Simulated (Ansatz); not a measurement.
Re:
```xyz
2
Lattice="0.0000 2.8259 2.8259 2.8259 0.0000 2.8259 2.8259 2.8259 0.0000" Properties=species:S:1:pos:R:3 pbc="T T T"
Re     0.0000     0.0000     0.0000
Re     1.4130     1.4130     1.4130
```

Relaxed with PBE. Special points in fractions of this cell's reciprocal vectors: Γ (0.000, 0.000, 0.000); X (0.500, 0.000, 0.500); U (0.625, 0.250, 0.625); K (0.375, 0.375, 0.750); L (0.500, 0.500, 0.500); W (0.500, 0.250, 0.750).

Q: List the band energies nearest the Fermi level at these points for PBE with spin–orbit coupling (plane waves, PAW; program Ansatz).

A: In eV from the Fermi level; about four levels below and three above (degenerate sets whole), none deeper than 8.9 eV; points with the same levels are listed once.

```tsv
k	below	above
Γ	-2.24 -2.24 -2.24 -2.24 -2.20 -2.20	0.57 0.57 0.76 0.76 0.76 0.76
X	-1.92 -1.92 -1.92 -1.92	0.06 0.06 0.06 0.06
U	-0.56 -0.56 -0.42 -0.42	0.02 0.02 2.53 2.53
L	-2.42 -2.42 -2.41 -2.41 -0.91 -0.91	1.72 1.72 1.75 1.75
W	-0.69 -0.69 -0.66 -0.66	3.66 3.66 3.92 3.92 3.93 3.93
```

Space group Fd-3m (diamond). The start of the workflow was typed in or built on a structure type; neither database checked (COD, Materials Project) lists it. It is not the phase usual at ambient conditions (space group No. 194). The PBE relaxation kept the symmetry of its start; its stability against distortions is not shown here. No spin polarisation was allowed.

Potentials: the later of the program's two PAW sets.
